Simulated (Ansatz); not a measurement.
Al₂Cu in space group I4/mcm (No. 140; Al on 8h, Cu on 4a) under volume change, the program Ansatz at the PBE level (PAW), shape and atoms relaxed at each volume.

| V (Å³/atom) | E − E(relaxed) (meV/atom) | P (GPa) |
|---|---|---|
| 13.573 | 44.6 | 11.60 |
| 14.020 | 18.7 | 7.07 |
| 14.468 | 4.4 | 3.25 |
| 14.915 | 0.0 | 0.00 |
| 15.363 | 4.0 | -2.75 |
| 15.810 | 15.0 | -5.08 |
| 16.257 | 32.0 | -7.05 |

Question: What does a third-order Birch–Murnaghan fit give for V₀, B₀ and B′?

Answer: V₀ = 14.92 Å³/atom, B₀ = 99.4 GPa, B′ = 4.5.

The PBE relaxation kept the symmetry of its start. No spin polarisation was allowed.

Potentials: the later of the program's two PAW sets.
